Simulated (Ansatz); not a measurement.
Sb (A7 type, space group R-3m)

```
Sb
1.0
    2.16429     1.24956     3.78321
   -2.16429     1.24956     3.78321
    0.00000    -2.49911     3.78321
Sb
2
Cartesian
  0.00000   0.00000   2.64696
  0.00000   0.00000   8.70267
```

Scan: atom 1 (Sb, nearest neighbour Sb at 2.920 Å; its periodic images, 4.3 Å or more away, move with it) is displaced along Cartesian [111], direction (0.577, 0.577, 0.577) in Cartesian axes, by s. The other atoms stay.

All values below come from r2SCAN+rVV10 (plane waves to 500 eV, PAW, scalar-relativistic; Ansatz, a program for electronic structure). k mesh 11×11×11 (Γ-centred), Fermi-Dirac smearing 0.05 eV. Energies are smeared free energies. With partly filled bands, energies and forces of such displacements shift with the k mesh and the smearing. Sb was relaxed with its symmetry unable to fall. Spin-orbit coupling is left out, though Sb is heavy. The PAW data are Ansatz's earlier set. The zero of ΔE is the undisplaced structure. The last digit holds for this mesh only.

```csv
s (Å),ΔE (meV/cell)
-0.580,1028.8
-0.464,607.4
-0.348,withheld
-0.232,122.0
-0.116,26.4
0.000,0.0
0.116,18.1
0.232,54.3
0.348,84.6
0.464,111.8
0.580,160.2
```

Fit a polynomial form (powers 2, 3, 4) to the given rows and predict ΔE at s = -0.348.

Least squares on the 10 given rows: ΔE = (1479)·s² + (-2285)·s³ + (858.6)·s⁴, in meV/cell with s in Å; root-mean-square residual 11.36 meV/cell. At -0.348 the fit gives 288.0 meV/cell; the calculation gives 309.3 meV/cell, so the interpolation is off by -21.3 (-6.9 %). The quadratic term alone would give 179.1 meV/cell.

(For displaced atoms, the force is minus the slope of the energy, and its curvature is a force constant, which sets phonon frequencies.)
